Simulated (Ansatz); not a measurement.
An Ansatz (a program for electronic structure) run. Input:

Ansatz 0.2 input:
```yaml
crystal:
  lattice:
    - [2.0603864812, 1.1895646895, 8.863938853]
    - [-2.0603864812, 1.1895646895, 8.863938853]
    - [0.0, -2.3791293791, 8.863938853]
  atoms:
    - { symbol: Sr, position: [0.2479972493, 0.2479972493, 0.2479972493] }
    - { symbol: Sr, position: [0.7520027507, 0.7520027507, 0.7520027507] }
    - { symbol: B, position: [0.5, 0.5, 0.5] }
    - { symbol: Br, position: [0.0, 0.0, 0.0] }
    - { symbol: N, position: [0.4495490954, 0.4495490954, 0.4495490954] }
    - { symbol: N, position: [0.5504509046, 0.5504509046, 0.5504509046] }
kpoints:
  mp_grid: { grid: [6, 6, 6] }
  band_path:
    path:
      - [[0.0, 0.0, 0.0], [0.5, 0.5, 0.5], [0.8213264203, 0.1786735797, 0.5]]  # Γ-T-H_2
      - [[0.5, -0.1786735797, 0.1786735797], [0.5, 0.0, 0.0], [0.0, 0.0, 0.0], [0.3393367899, -0.3393367899, 0.0]]  # H_0-L-Γ-S_0
      - [[0.6606632101, 0.0, 0.3393367899], [0.5, 0.0, 0.5], [0.0, 0.0, 0.0]]  # S_2-F-Γ
      - [VBM, CBM]
    npoints: 10
hamiltonian:
  xc: r2scan
  pseudopotentials: { kind: paw }
magnetization: { noncollinear: true, spin_orbit: true }
scf:
  n_extra_bands: 12
  convergence: { dr2_threshold: 0.0000000001 }
  occupations: { method: gaussian, width: 0.01 }
checkpoint: { write: soc.run }
output: { eigenvalues: true }
```

Output (shortened):

```
basis.fft_grid_basis auto: the FFT boxes are laid along the combinations [[1, 0, -1], [0, 1, -1], [0, 0, 1]] of the cell's own vectors, 4.121, 4.121 and 9.178 …
Pseudopotential: Sr, paw_fr, valence charge 10
Pseudopotential: B, paw_fr, valence charge 3
Pseudopotential: Br, paw_fr, valence charge 7
Pseudopotential: N, paw_fr, valence charge 5
Functional definition: r2SCAN
non-collinear run that drives no moment, with spin-orbit …
Crystal: 6 atoms, lattice volume = 130.351 Å³
Basis set: ecut = 500 eV, 3339 PW (Γ), FFT grids on a1−a3, a2−a3, a3, exchange–correlation on 128×128×288 points (64 copies of the dense FFT grid, shifted against one another)
Bands: 52, of which v1, the nominal top of the filled ones, is band 40 counted from 1 (39 counted from 0)
Symmetry: 12 space group operations + 12 with time reversal
k-points: 32 of 216
Projection manifold: j_resolved (fully-relativistic pseudo-atomic orbitals)
SCF iter   1: F=—  HF=-10830.064283 eV  |F-HF|=—  |Δ(HF+E_count)|=         —  Δρ=6.82e-2  dr2=1.10e1  dr2_τ=2.84e-1  dr2_m=0.00e0 (ungated)  ethr=3.10e-3  |M|=0.00e0 ∫|m|=0.00e0 μB  |m|>n=0.0e0 m-floor=0.0e0 τ_xc=0.0e0  β_m=0.30  ⟨swp⟩=11.0  Hψ=5451  notcnv=0  defer=30
preconditioner: auto → Resta (q_TF=auto, 2.241 Å⁻¹)
spin=Noncollinear: Resta preconditioning applied to the charge; magnetization (m_x, m_y, m_z) channels mix plain (no charge-response kernel on spin).
SCF iter   2: F=—  HF=-10827.732675 eV  |F-HF|=—  |Δ(HF+E_count)|=    2.33e0  Δρ=3.83e-2  dr2=3.57e0  dr2_τ=2.46e-2  dr2_m=0.00e0 (ungated)  ethr=3.10e-3  |M|=0.00e0 ∫|m|=0.00e0 μB  |m|>n=0.0e0 m-floor=0.0e0 τ_xc=0.0e0  β_m=0.46  ⟨swp⟩=3.7  Hψ=1696  notcnv=0  defer=212
SCF iter   3: F=—  HF=-10826.849060 eV  |F-HF|=—  |Δ(HF+E_count)|=   8.84e-1  Δρ=1.48e-2  dr2=4.14e-1  dr2_τ=5.84e-3  dr2_m=0.00e0 (ungated)  ethr=3.10e-3  |M|=0.00e0 ∫|m|=0.00e0 μB  |m|>n=0.0e0 m-floor=0.0e0 τ_xc=0.0e0  β_m=0.62  ⟨swp⟩=4.6  Hψ=1885  notcnv=0  defer=204
SCF iter   4: F=—  HF=-10826.775832 eV  |F-HF|=—  |Δ(HF+E_count)|=   7.32e-2  Δρ=4.12e-3  dr2=2.34e-2  dr2_τ=4.90e-4  dr2_m=0.00e0 (ungated)  ethr=1.03e-3  |M|=0.00e0 ∫|m|=0.00e0 μB  |m|>n=0.0e0 m-floor=0.0e0 τ_xc=0.0e0  β_m=0.75  ⟨swp⟩=5.1  Hψ=1827  notcnv=0  defer=200
SCF iter   5: F=—  HF=-10826.781386 eV  |F-HF|=—  |Δ(HF+E_count)|=   5.55e-3  Δρ=8.92e-4  dr2=9.71e-4  dr2_τ=3.29e-5  dr2_m=0.00e0 (ungated)  ethr=5.86e-5  |M|=0.00e0 ∫|m|=0.00e0 μB  |m|>n=0.0e0 m-floor=0.0e0 τ_xc=0.0e0  β_m=0.83  ⟨swp⟩=3.8  Hψ=1317  notcnv=0  defer=200
SCF iter   6: F=—  HF=-10826.782091 eV  |F-HF|=—  |Δ(HF+E_count)|=   7.06e-4  Δρ=2.03e-4  dr2=4.18e-5  dr2_τ=6.43e-7  dr2_m=0.00e0 (ungated)  ethr=2.43e-6  |M|=0.00e0 ∫|m|=0.00e0 μB  |m|>n=0.0e0 m-floor=0.0e0 τ_xc=0.0e0  β_m=0.91  ⟨swp⟩=3.4  Hψ=1416  notcnv=0  defer=200
SCF iter   7: F=—  HF=-10826.782140 eV  |F-HF|=—  |Δ(HF+E_count)|=   4.84e-5  Δρ=2.58e-5  dr2=7.99e-7  dr2_τ=5.00e-8  dr2_m=0.00e0 (ungated)  ethr=1.04e-7  |M|=0.00e0 ∫|m|=0.00e0 μB  |m|>n=0.0e0 m-floor=0.0e0 τ_xc=0.0e0  β_m=0.93  ⟨swp⟩=2.2  Hψ=1242  notcnv=0  defer=200
SCF iter   8: F=—  HF=-10826.782334 eV  |F-HF|=—  |Δ(HF+E_count)|=   1.94e-4  Δρ=6.77e-6  dr2=5.60e-8  dr2_τ=8.42e-10  dr2_m=0.00e0 (ungated)  ethr=2.00e-9  |M|=0.00e0 ∫|m|=0.00e0 μB  |m|>n=0.0e0 m-floor=0.0e0 τ_xc=0.0e0  β_m=0.97  ⟨swp⟩=2.3  Hψ=1430  notcnv=0  defer=200
SCF iter  11: F=-10826.782334 eV  HF=-10826.782334 eV  |F-HF|=3.64e-12  |Δ(HF+E_count)|=  2.36e-11  Δρ=5.91e-8  dr2=7.90e-12  dr2_τ=1.77e-13  dr2_m=0.00e0 (ungated)  ethr=1.00e-12  |M|=0.00e0 ∫|m|=0.00e0 μB  |m|>n=0.0e0 m-floor=0.0e0 τ_xc=0.0e0  ⟨swp⟩=17.0  Hψ=4152  notcnv=0
SCF 1 converged in 11 iterations: F = -10826.782334 eV  dr2 = 7.90e-12
NSCF: frozen V_eff on 32 k-points
NSCF: frozen V_eff on 32 k-points
NSCF: frozen V_eff on 32 k-points
NSCF: frozen V_eff on 32 k-points
NSCF: frozen V_eff on 32 k-points
NSCF: frozen V_eff on 4 k-points
NSCF: frozen V_eff on 8 k-points
NSCF: frozen V_eff on 8 k-points
NSCF: frozen V_eff on 8 k-points
NSCF: frozen V_eff on 3 k-points
NSCF: frozen V_eff on 84 k-points
SCF converged after 11 iterations
Magnetization: |M| = 0.0000 μB,  M = (+0.0000, +0.0000, +0.0000) μB
Absolute magnetization: 0.0000 μB (∫|m|)
  site 0: m = (+0.0000, +0.0000, +0.0000) μB, |m| = 0.0000 μB  (R = 1.04 Å)
  site 1: m = (+0.0000, +0.0000, +0.0000) μB, |m| = 0.0000 μB  (R = 1.04 Å)
  site 2: m = (+0.0000, +0.0000, +0.0000) μB, |m| = 0.0000 μB  (R = 0.55 Å)
  site 3: m = (+0.0000, +0.0000, +0.0000) μB, |m| = 0.0000 μB  (R = 1.36 Å)
  site 4: m = (+0.0000, +0.0000, +0.0000) μB, |m| = 0.0000 μB  (R = 0.55 Å)
  site 5: m = (+0.0000, +0.0000, +0.0000) μB, |m| = 0.0000 μB  (R = 0.55 Å)
Free energy (F): -10826.782334 eV
Harris-Foulkes:  -10826.782334 eV  (|F-HF|=3.64e-12)
Internal energy: -10826.782334 eV  (E = F + TS)
E sigma→0 (E₀):  -10826.782334 eV
Fermi energy:    6.558531 eV
--- Per-component energies (eV) ---
  E_band       = -257.510391
  E_kinetic    = 937.786516
  E_local      = -2205.370661  (includes V_loc(G=0)·N_el)
  E_nonlocal   = 576.124962
  E_hartree    = 608.045072
  E_xc         = -730.278911
  E_vxc        = -683.588463  (∫ρ·V_xc dr)
  E_paw        = -8027.150179  (= ΣΔE_a)
  E_vpaw       = -135.918749  (= ΣTr[D̂ρ^β])
  E_aug_tail   = 0.000036  (compensation charges beyond the density's cutoff)
  E_vtau       = 37.365784  (kinetic-family band-sum trace: ∫τ·v_τ [+ j·A + Jᵃ·Aᵃ] dr)
  E_ewald      = -1985.410874
  E_core_change = -0.528295  (= ΣΔE_core)
  E_smearing   =  0.000000  (= −TS)
  E_closure    = 0.000000  (closes the sum)
  Σ components = -10826.782334   (vs F -10826.782334, Δ=0.00e0)
  [band-id]    e_kinetic+e_local+e_nonlocal+2·e_hartree+e_vxc+e_vpaw+e_augmentation_tail+e_vtau = -257.510432   (vs E_band -257.510391, Δ=-4.10e-5)
--- Band table (eV; the first three rows and the last of 32) ---
  k-point 0: bands = ["-29.5097", "-29.5097", "-29.5076", "-29.5076", "-11.8982", "-11.8982", "-11.7431", "-11.7431", "-10.9582", "-10.9582", "-10.7201", "-10.7201", "-10.4427", "-10.4427", "-10.4421", "-10.4421", "-10.2262", "-10.2262", "-9.0026", "-9.0026", …
  k-point 1: bands = ["-29.5040", "-29.5040", "-29.5022", "-29.5022", "-11.8960", "-11.8960", "-11.7689", "-11.7689", "-11.0041", "-11.0041", "-10.8397", "-10.8397", "-10.5943", "-10.5943", "-10.5246", "-10.5246", "-10.0336", "-10.0336", "-8.9494", "-8.9494", …
  k-point 2: bands = ["-29.4927", "-29.4927", "-29.4916", "-29.4916", "-11.9417", "-11.9417", "-11.8542", "-11.8542", "-11.0822", "-11.0822", "-10.9599", "-10.9599", "-10.6513", "-10.6513", "-10.5929", "-10.5929", "-10.0313", "-10.0313", "-8.7964", "-8.7964", …
  k-point 31: bands = ["-29.5087", "-29.5087", "-29.5086", "-29.5086", "-11.8498", "-11.8498", "-11.7927", "-11.7927", "-10.9327", "-10.9327", "-10.8040", "-10.8040", "-10.4426", "-10.4426", "-10.4422", "-10.4422", "-10.1239", "-10.1239", "-9.0931", …
```

Cost: about 7 core-minutes (a rough figure) on shared cores.

Space group R-3m. The first step of the workflow began from a Materials Project structure, measured or hypothetical; the Crystallography Open Database copy checked does not list it. Its standing as an ambient phase is unchecked. The r²SCAN relaxation kept the symmetry of its start; whether a distortion lowers the energy is not shown.

Potentials: the later of the program's two PAW sets.

Ansatz is a plane-wave DFT program.
